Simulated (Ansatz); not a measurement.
# A trial form of Bi2Se3

All numbers below come from Ansatz, DFT PBE, scalar-relativistic, plane waves, PAW. Cutoff 420 eV, Gaussian smearing, Γ-centred meshes. In-plane cell and atoms relax first on a coarse mesh and then on a converged one. The steps can't lower the symmetry of their start. No spin polarisation.

Recipe of this trial structure of Bi2Se3: random sheet by layer group and Wyckoff sites. Its size is a rough estimate.

This is a two-dimensional sheet: the third axis spans vacuum and isn't periodic.

```xyz
5
Lattice="6.5766 0.0000 0.0000 -3.2883 5.6955 0.0000 0.0000 0.0000 17.0000" Properties=species:S:1:pos:R:3 pbc="T T F"
Bi    0.0000    3.7970    9.5687
Bi    3.2883    1.8985    7.4313
Se    0.0000    3.7970    7.3344
Se    3.2883    1.8985    9.6656
Se    0.0000    0.0000    8.5000
```

The zero of energy is the elements' standard structures at the same level; no fitted shifts are applied.

**Question.** What does it relax into?

**Answer.** The symmetry stays p-3m1 (No. 72). The area per atom shrinks by 37.3 %, from 7.5 to 4.7 Å². The shortest distance goes from 2.23 Å (Bi–Se) to 2.84 Å (Bi–Se). The energy falls by about 0.85 eV/atom (the start's value is from the coarse mesh). The program sets the height of the box itself, so the height of the cell differs between start and end. In-plane cell: a = 5.209 Å, b = 5.209 Å, γ = 120.0°, thickness 3.60 Å between the outermost nuclei. Bi at height 2.84 Å has 7 Se at 2.84–3.18 Å; Se at height 0.00 Å has 4 Bi at 2.84–3.10 Å; Se at height 1.80 Å has 6 Bi at 3.18 Å and 6 Se at 3.50 Å.

```yaml
crystal:
  periodic: [true, true, false]
  lattice:
    - [5.20895, 0.00000, 0.00000]
    - [-2.60448, 4.51109, 0.00000]
    - [0.00000, 0.00000, 31.01902]
  atoms:
    - { symbol: Bi, position: [0.33333, 0.66667, 0.30762] }
    - { symbol: Bi, position: [0.66667, 0.33333, 0.24044] }
    - { symbol: Se, position: [0.33333, 0.66667, 0.21601] }
    - { symbol: Se, position: [0.66667, 0.33333, 0.33204] }
    - { symbol: Se, position: [0.00000, 0.00000, 0.27403] }
```

**Question.** How does it come out in energy, and is it a metal?

**Answer.** The formation energy is −0.038 eV/atom and the gap on the 6×6×1 mesh of the 5-atom cell is 0.81 eV.

It lies below the elements, which doesn't yet make it stable against other compounds or structures.

The last run used Gaussian smearing of 0.02 eV. Spin–orbit coupling, which can matter for Bi, is left out. Kohn–Sham gaps at this level usually fall short of measured ones. The missing spin–orbit coupling can work the other way here. The reference form of Se is held partly by dispersion forces, which this level lacks. A structure relaxed within its symmetry needn't be a true minimum.
